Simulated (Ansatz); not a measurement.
ZnInGaO4:
```cif
data_GaInO4Zn
_chemical_formula_sum 'Zn1 In1 Ga1 O4'
_space_group_name_H-M_alt 'P 1'
_space_group_IT_number 1
_cell_length_a 8.79491
_cell_length_b 8.79491
_cell_length_c 8.79491
_cell_angle_alpha 21.727
_cell_angle_beta 21.727
_cell_angle_gamma 21.727
loop_
_space_group_symop_operation_xyz
  'x, y, z'
loop_
_atom_site_label
_atom_site_type_symbol
_atom_site_fract_x
_atom_site_fract_y
_atom_site_fract_z
_atom_site_occupancy
Zn1 Zn 0.21869 0.21869 0.21869 1
In1 In 0.00295 0.00295 0.00295 1
Ga1 Ga 0.78713 0.78713 0.78713 1
O1 O 0.29511 0.29511 0.29511 1
O2 O 0.71124 0.71124 0.71124 1
O3 O 0.12117 0.12117 0.12117 1
O4 O 0.86372 0.86372 0.86372 1
```

Relaxed with PBEsol.

Give the optical modes at the zone centre with their infrared activity from DFPT, plane-wave PAW PBEsol (Ansatz code).

Transverse frequencies, without the LO–TO term; a row sums one degenerate level.

| ω (cm⁻¹) | degeneracy | IR ((D/Å)²/amu) | activity | symmetry |
|---|---|---|---|---|
| 87 | 2 | 0.02 | IR | E |
| 132 | 2 | 0.03 | IR | E |
| 185 | 1 | 4.37 | IR | A1 |
| 218 | 1 | 0.67 | IR | A1 |
| 322 | 1 | 18.74 | IR | A1 |
| 341 | 2 | 15.31 | IR | E |
| 362 | 2 | 21.17 | IR | E |
| 413 | 2 | 14.78 | IR | E |
| 483 | 1 | 9.00 | IR | A1 |
| 546 | 2 | 12.17 | IR | E |
| 574 | 1 | 1.21 | IR | A1 |
| 625 | 1 | 0.59 | IR | A1 |

How high does the top mode go among those that the LO–TO term moves?

619 cm⁻¹ for q along x, 619 cm⁻¹ for q along y, 639 cm⁻¹ for q along z.

Space group R3m. The cell was relaxed with PBEsol under the symmetry of its start.

Potentials: the earlier of the program's two PAW sets. The files were generated under PBE; for other functionals the program regenerates the frozen cores, and for LDA and PBEsol the local potential too.
